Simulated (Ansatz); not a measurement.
**Relaxing a structure of SnTe**

The start is a generated cell, SnTe placed in the 4H structure type. The structure is fully relaxed (lattice and positions, P = 0) with r2SCAN (plane waves to 500 eV, PAW, scalar-relativistic; Ansatz, a first-principles code). The first steps use a coarse 6×6×2 k-mesh.

Starting cell:
```
SnTe
1.0
    4.88173     0.00000     0.00000
   -2.44087     4.22770     0.00000
    0.00000     0.00000    15.98154
Sn Te
4 4
Direct
  0.00000   0.00000   0.00000
  0.00000   0.00000   0.50000
  0.66667   0.33333   0.75018
  0.33333   0.66667   0.25018
  0.00000   0.00000   0.81216
  0.00000   0.00000   0.31216
  0.66667   0.33333   0.56329
  0.33333   0.66667   0.06329
```

Task: How large is the pressure on the unrelaxed cell, and of which sign?

Result: +3.4 GPa (positive: the cell is compressed).

Task: Which atoms feel the largest initial force, and how large is it?

Result: 0.11 eV/Å, on Te7, Te8 (atoms numbered as listed).

Task: By how much does the energy per atom fall from start to end?

Result: 0.17 eV/atom.

Task: How does the volume per atom move from start to end?

Result: -2.6 %, from 41.23 to 40.15 Å³/atom.

Task: How do the shortest distances between atoms change?

Result: The closest pairs of elements (up to four, under 3.6 Å), start → end: Sn–Te 2.99 → 2.98 Å.

The space group stays P6₃mc (No. 186) (the run could not lower it), with 8 atoms in the primitive cell. Final values are on a 7×7×3 k-mesh of the relaxed cell. No spin polarisation in the result.

The run could not lose the symmetry of its start, so the end can be a saddle point.

The relaxed structure here is a generated cell of SnTe: the first start was made by placing the elements on the sites of a structure type, and the end was not matched to a known phase here, so it may be hypothetical. Known forms of SnTe include space group No. 225.
